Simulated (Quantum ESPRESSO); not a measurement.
# Band energies of Rb₂NaScF₆

```
Rb2NaScF6
1.0
    0.00000     4.37453     4.37453
    4.37453     0.00000     4.37453
    4.37453     4.37453     0.00000
F Na Sc Rb
6 1 1 2
Direct
  0.76677   0.23323   0.23323
  0.23323   0.76677   0.76677
  0.23323   0.76677   0.23323
  0.76677   0.23323   0.76677
  0.23323   0.23323   0.76677
  0.76677   0.76677   0.23323
  0.50000   0.50000   0.50000
  0.00000   0.00000   0.00000
  0.75000   0.75000   0.75000
  0.25000   0.25000   0.25000
```

norm-conserving PBEsol (Quantum ESPRESSO, 88 Ry, no spin-orbit coupling); path ΓXWKΓLUWLK,UX; energies in eV from the valence-band maximum.

| k (1/Å) | point | band 36 | band 37 | band 38 | band 39 | band 40 | band 41 | band 42 | band 43 |
|---|---|---|---|---|---|---|---|---|---|
| 0.00 | Γ | -0.22 | -0.22 | 0.00 | 0.00 | 0.00 | 6.76 | 6.95 | 6.95 |
| 0.48 |  | -0.34 | -0.34 | -0.22 | -0.22 | -0.01 | 6.99 | 7.04 | 7.04 |
| 0.72 | X | -0.36 | -0.36 | -0.34 | -0.34 | -0.01 | 7.00 | 7.08 | 7.08 |
| 0.72 | W | -0.50 | -0.42 | -0.35 | -0.14 | -0.14 | 7.04 | 7.04 | 7.08 |
| 0.97 | K | -0.50 | -0.35 | -0.28 | -0.26 | -0.07 | 7.01 | 7.06 | 7.06 |
| 1.16 |  | -0.46 | -0.32 | -0.20 | -0.15 | -0.15 | 7.02 | 7.03 | 7.04 |
| 1.54 |  | -0.25 | -0.24 | -0.04 | -0.03 | -0.02 | 6.96 | 6.96 | 6.97 |
| 1.73 | Γ | -0.22 | -0.22 | 0.00 | 0.00 | 0.00 | 6.76 | 6.95 | 6.95 |
| 1.89 |  | -0.23 | -0.23 | -0.02 | -0.02 | -0.01 | 6.94 | 6.96 | 6.96 |
| 2.20 |  | -0.29 | -0.29 | -0.15 | -0.15 | -0.10 | 7.01 | 7.01 | 7.01 |
| 2.36 | L | -0.30 | -0.30 | -0.18 | -0.18 | -0.13 | 7.01 | 7.01 | 7.02 |
| 2.58 |  | -0.40 | -0.32 | -0.21 | -0.18 | -0.12 | 7.02 | 7.03 | 7.04 |
| 2.80 | U | -0.50 | -0.35 | -0.28 | -0.26 | -0.07 | 7.01 | 7.06 | 7.06 |
| 2.80 | W | -0.50 | -0.42 | -0.35 | -0.14 | -0.14 | 7.04 | 7.04 | 7.08 |
| 3.05 |  | -0.40 | -0.34 | -0.24 | -0.16 | -0.14 | 7.02 | 7.03 | 7.05 |
| 3.30 | L | -0.30 | -0.30 | -0.18 | -0.18 | -0.13 | 7.01 | 7.01 | 7.02 |
| 3.52 |  | -0.40 | -0.32 | -0.21 | -0.18 | -0.12 | 7.02 | 7.03 | 7.04 |
| 3.74 | K | -0.50 | -0.35 | -0.28 | -0.26 | -0.07 | 7.01 | 7.06 | 7.06 |
| 3.74 | U | -0.50 | -0.35 | -0.28 | -0.26 | -0.07 | 7.01 | 7.06 | 7.06 |
| 4.00 | X | -0.36 | -0.36 | -0.34 | -0.34 | -0.01 | 7.00 | 7.08 | 7.08 |

The PBEsol gap is direct, 6.76 eV at Γ. Another valence extremum on the path lies within 0.02 eV, too close to call.

Geometry of the Materials Project entry, not relaxed at this level.

The structure is a Materials Project entry; no match was found in the copy of COD used, and its stability was not checked.
